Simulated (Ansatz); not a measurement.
Cu$_{3}$Au (Cu3Au type)

```cif
data_AuCu3
_chemical_formula_sum 'Cu3 Au1'
_space_group_name_H-M_alt 'Pm-3m'
_space_group_IT_number 221
_space_group_name_Hall '-P 4 2 3'
_cell_length_a 3.78050
_cell_length_b 3.78050
_cell_length_c 3.78050
_cell_angle_alpha 90.000
_cell_angle_beta 90.000
_cell_angle_gamma 90.000
loop_
_atom_site_label
_atom_site_type_symbol
_atom_site_symmetry_multiplicity
_atom_site_Wyckoff_symbol
_atom_site_fract_x
_atom_site_fract_y
_atom_site_fract_z
_atom_site_occupancy
Cu1 Cu 3 c 0.00000 0.50000 0.50000 1
Au1 Au 1 a 0.00000 0.00000 0.00000 1
```

E(V) scan at fixed shape, V₀ the volume above. Symmetry pins the atoms to their sites.

Level of theory: PBE (plane waves to 420 eV, PAW, scalar-relativistic; Ansatz, a program for electronic structure). k mesh 12×12×12 (Γ-centred), Fermi-Dirac smearing 0.05 eV. Energies are smeared free energies. Stress and pressure are positive under compression. Cu3Au is run without spin polarisation. Cu3Au was relaxed with its symmetry unable to fall. Spin-orbit coupling is left out, though Au is heavy. ΔE is measured from the relaxed starting cell.

Task: Give the computed ΔE (eV/atom) and P (GPa) at V/V₀ = 0.840, 0.867, 0.947, 0.973, 1.053, 1.133.

Result: 
| V/V₀ | ΔE (eV/atom) | P (GPa) |
|---|---|---|
| 0.840 | 0.220 | 39.0 |
| 0.867 | 0.143 | 29.5 |
| 0.947 | 0.019 | 9.0 |
| 0.973 | 0.005 | 4.1 |
| 1.053 | 0.015 | -6.4 |
| 1.133 | 0.082 | -12.7 |

(Under strain, the slope of the energy per volume gives the stress and its curvature an elastic modulus.)
